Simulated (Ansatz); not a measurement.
SnO$_{2}$ (rutile, P4_2/mnm), the program Ansatz at the r²SCAN level (PAW), all energies at zero smearing, with the estimated change up to a 700 eV cutoff added, with one set of potentials and settings (totals compare only within such a set). Cell of 6 atoms (2 Sn, 4 O): -14352.445 eV.

```tsv
element	reference phase	E (eV/atom)
Sn	Fd-3m, 2 atoms in the cell	-6038.6401
O	C2/m, 4 atoms in the cell, spin-polarised	-566.0281
```

Formation energy per atom, worked out: (-14352.445 − 2×(-6038.6401) − 4×(-566.0281))/6 = -1.842 eV/atom (-178 kJ per mol of atoms), at 0 K, without zero-point energy or fitted corrections.

The r²SCAN relaxation kept the symmetry of its start. The references are the lowest solids computed at this level, not always the standard phases (solids in place of the gases). Scalar-relativistic: spin–orbit coupling is off unless named, which matters more the heavier the elements.

Potentials: the later of the program's two PAW sets.
